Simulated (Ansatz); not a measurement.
ZrTiO4:
```yaml
crystal:
  lattice:
    - [-4.90604, 0.00000, 0.00000]
    - [0.40081, 0.90549, -9.91251]
    - [0.11707, -5.35177, 0.00000]
  atoms:
    - { symbol: Zr, position: [0.95781, 0.10664, 0.27156] }
    - { symbol: Zr, position: [0.03617, 0.89005, 0.71228] }
    - { symbol: Zr, position: [0.97951, 0.60809, 0.29017] }
    - { symbol: Zr, position: [0.54779, 0.60366, 0.78752] }
    - { symbol: Ti, position: [0.00663, 0.37241, 0.69965] }
    - { symbol: Ti, position: [0.50871, 0.13025, 0.81101] }
    - { symbol: Ti, position: [0.48551, 0.86660, 0.17272] }
    - { symbol: Ti, position: [0.45673, 0.37534, 0.21427] }
    - { symbol: O, position: [0.74919, 0.95519, 0.41386] }
    - { symbol: O, position: [0.70906, 0.46393, 0.46280] }
    - { symbol: O, position: [0.80572, 0.71717, 0.59899] }
    - { symbol: O, position: [0.76850, 0.21343, 0.62447] }
    - { symbol: O, position: [0.66833, 0.22494, 0.12688] }
    - { symbol: O, position: [0.74432, 0.73017, 0.09492] }
    - { symbol: O, position: [0.80602, 0.46946, 0.96051] }
    - { symbol: O, position: [0.74434, 0.99323, 0.93007] }
    - { symbol: O, position: [0.32464, 0.53590, 0.11265] }
    - { symbol: O, position: [0.25599, 0.01457, 0.05367] }
    - { symbol: O, position: [0.27430, 0.28973, 0.87625] }
    - { symbol: O, position: [0.31721, 0.77487, 0.86660] }
    - { symbol: O, position: [0.23736, 0.79013, 0.37015] }
    - { symbol: O, position: [0.19680, 0.52758, 0.60264] }
    - { symbol: O, position: [0.24148, 0.05330, 0.57583] }
    - { symbol: O, position: [0.17788, 0.29336, 0.37056] }
```

Relaxed with PBEsol. Special points in fractions of this cell's reciprocal vectors: Γ (0.000, 0.000, 0.000); X (0.500, 0.000, 0.000); Y (0.000, 0.500, 0.000); Z (0.000, 0.000, 0.500); R2 (-0.500, -0.500, 0.500); T2 (0.000, -0.500, 0.500); U2 (-0.500, 0.000, 0.500); V2 (0.500, -0.500, 0.000).

Q: List the band energies nearest the valence-band maximum at these points for PBEsol in the plane-wave PAW code Ansatz.

A: In eV from the valence-band maximum; about four levels below and three above (degenerate sets whole), none deeper than 8.9 eV; points with the same levels are listed once.

```
k                     below           above
--  -----------------------  --------------
Γ   -0.26 -0.24 -0.23 -0.02  2.79 2.98 3.09
X   -0.38 -0.30 -0.27 -0.19  2.95 3.14 3.22
Y    -0.32 -0.25 -0.16 0.00  2.79 2.96 3.08
Z   -0.62 -0.43 -0.35 -0.22  2.82 3.17 3.23
R2  -0.71 -0.56 -0.46 -0.36  3.01 3.01 3.11
T2  -0.54 -0.41 -0.34 -0.25  2.81 3.14 3.25
U2  -0.67 -0.56 -0.48 -0.41  3.03 3.04 3.08
V2  -0.49 -0.38 -0.34 -0.28  2.97 3.17 3.28
```

Space group P1. The workflow started from a Materials Project entry (that database holds measured and hypothetical structures alike); the Crystallography Open Database copy checked does not list it. Entries of such low symmetry are often ordered models of mixed-site phases. Whether it is the stable phase at ambient conditions was not checked. The cell was relaxed with PBEsol; its stability against distortions is not shown here. No spin polarisation was allowed. Spin–orbit coupling is left out wherever it is not named.

Potentials: the later of the program's two PAW sets.
